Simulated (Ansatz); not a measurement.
**Structure relaxation, MnSi**

The start is a relaxed MnSi cell with one Si and one Mn atom exchanged in a cell of 8 atoms. Cell shape, volume and atoms are optimised at zero target pressure with PBE (plane waves to 420 eV, PAW, scalar-relativistic; Ansatz, a quantum-chemistry and plane-wave program). The first steps use a coarse 5×5×5 k-mesh.

Input geometry:
```
CELL_PARAMETERS angstrom
      4.51822     0.00000     0.00000
      0.00000     4.51822     0.00000
      0.00000     0.00000     4.51822
ATOMIC_POSITIONS crystal
  Mn 0.13642 0.13642 0.13642
  Mn 0.63642 0.36358 0.86358
  Si 0.86358 0.63642 0.36358
  Mn 0.36358 0.86358 0.63642
  Mn 0.84517 0.84517 0.84517
  Si 0.34517 0.65483 0.15483
  Si 0.15483 0.34517 0.65483
  Si 0.65483 0.15483 0.34517
```
Spin-polarised start, with parallel moments on Mn.

| Item | Value |
|---|---|
| Initial pressure | +5 GPa (positive: the cell is compressed) |
| Largest initial force | about 1.6 eV/Å, on Si3 (atoms numbered as listed) |
| Energy released | 0.13 eV/atom |
| Volume change | +2.1 %, from 11.53 to 11.77 Å³/atom |
| Relative to the parent | It does not go back: it is caught in P1 (No. 1), 0.26 eV/atom above the parent |
| Shortest distances (start → end) | The closest pairs of elements (up to four, under 3.6 Å), start → end: Mn–Si 2.28 → 2.24 Å; Mn–Mn 2.28 → 2.37 Å; Si–Si 2.28 → 2.41 Å |
| Moments at the end | net 0.31 μB/atom, ferromagnetic |
| Optimiser moves | 25 |

The end point of the relaxation:

```
CELL_PARAMETERS angstrom
      4.23100     0.00000     0.00000
     -0.15603     4.68408     0.00000
     -1.07613    -0.57724     4.75037
ATOMIC_POSITIONS crystal
  Mn 0.23519 0.19431 0.87727
  Mn 0.82549 0.35308 0.32219
  Si 0.29822 0.58970 0.23250
  Mn 0.67851 0.85965 0.60487
  Mn 0.76249 0.85274 0.09798
  Si 0.19718 0.67655 0.71131
  Si 0.71623 0.37341 0.79417
  Si 0.28669 0.10056 0.35971
```

Final values are on a 8×7×7 k-mesh of the relaxed cell. Spin state reached: ferromagnetic (net 0.31 μB/atom), from parallel starting moments; other spin orders were not run from this start.

The relaxed structure here is a generated cell of MnSi: the first start was made by placing the elements on the sites of a structure type, and the end was not matched to a known phase here, so it may be hypothetical. Known forms of MnSi include space group No. 198.
